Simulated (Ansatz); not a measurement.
SrTiO$_{3}$ (cubic perovskite, Pm-3m), a = b = c = 3.907 Å, α = β = γ = 90.00°.

Relaxed with r²SCAN.

Task: Which orbitals make up the states near the band edges in r²SCAN (plane waves, PAW; program Ansatz)?

Result: Top 1 eV of the valence band: O 2p 96 %. Bottom 1 eV of the conduction band: Ti 3d 89 %, O 2p 9 %. Projections are on Löwdin-orthogonalised atomic valence shells; empty p or d shells of many metals are not among them.

Task: Tabulate the density of states.

Result: States/eV per cell of 5 atoms, in 0.25 eV bins, energy from the valence-band maximum.

```
E (eV)  total  O 2p  Ti 3d  O 2s
------  -----  ----  -----  ----
-7.88    0.00  0.00   0.00  0.00
-7.63    0.00  0.00   0.00  0.00
-7.38    0.00  0.00   0.00  0.00
-7.13    0.00  0.00   0.00  0.00
-6.88    0.00  0.00   0.00  0.00
-6.63    0.00  0.00   0.00  0.00
-6.38    0.00  0.00   0.00  0.00
-6.13    0.00  0.00   0.00  0.00
-5.88    0.00  0.00   0.00  0.00
-5.63    0.00  0.00   0.00  0.00
-5.38    0.00  0.00   0.00  0.00
-5.13    0.00  0.00   0.00  0.00
-4.88    0.00  0.00   0.00  0.00
-4.63    0.94  0.69   0.12  0.00
-4.38    4.91  3.46   1.00  0.01
-4.13    4.37  3.06   1.05  0.02
-3.88    3.82  2.75   0.83  0.02
-3.63    4.10  3.06   0.80  0.03
-3.38    4.69  3.61   0.81  0.03
-3.13    5.91  4.79   0.81  0.03
-2.88    7.24  6.09   0.80  0.02
-2.63    2.64  2.11   0.41  0.02
-2.38    2.08  1.70   0.29  0.01
-2.13    1.83  1.55   0.19  0.02
-1.88    3.40  3.01   0.17  0.04
-1.63    2.36  2.13   0.10  0.02
-1.38    4.63  4.26   0.17  0.03
-1.13    5.66  5.24   0.22  0.04
-0.88    6.11  5.73   0.18  0.03
-0.63    3.41  3.27   0.06  0.01
-0.38    2.28  2.22   0.01  0.00
-0.13    1.62  1.60   0.00  0.00
0.12     0.00  0.00   0.00  0.00
0.37     0.00  0.00   0.00  0.00
0.62     0.00  0.00   0.00  0.00
0.87     0.00  0.00   0.00  0.00
1.12     0.00  0.00   0.00  0.00
1.37     0.00  0.00   0.00  0.00
1.62     0.00  0.00   0.00  0.00
1.87     0.00  0.00   0.00  0.00
2.12     0.00  0.00   0.00  0.00
2.37     0.38  0.01   0.37  0.00
2.62     1.10  0.06   1.02  0.00
2.87     1.32  0.12   1.17  0.00
3.12     1.57  0.19   1.35  0.00
3.37     1.92  0.28   1.59  0.00
3.62     2.51  0.41   2.02  0.00
3.87     3.51  0.64   2.74  0.00
4.12     6.05  1.19   4.61  0.00
4.37     3.45  0.66   2.55  0.00
4.62     2.13  0.40   1.55  0.02
4.87     1.00  0.07   0.78  0.10
5.12     0.94  0.06   0.73  0.11
5.37     1.12  0.11   0.85  0.12
5.62     1.37  0.15   1.01  0.15
5.87     1.12  0.16   0.80  0.11
6.12     0.94  0.15   0.61  0.08
6.37     1.04  0.16   0.58  0.07
6.62     1.14  0.18   0.55  0.07
6.87     1.37  0.23   0.63  0.07
7.12     1.66  0.28   0.72  0.08
```

The cell was relaxed with r²SCAN under the symmetry of its start. At this level the phase is dynamically unstable (imaginary phonons). No spin polarisation was allowed. Scalar-relativistic: spin–orbit coupling is off unless named, which matters more the heavier the elements.

Potentials: the later of the program's two PAW sets.
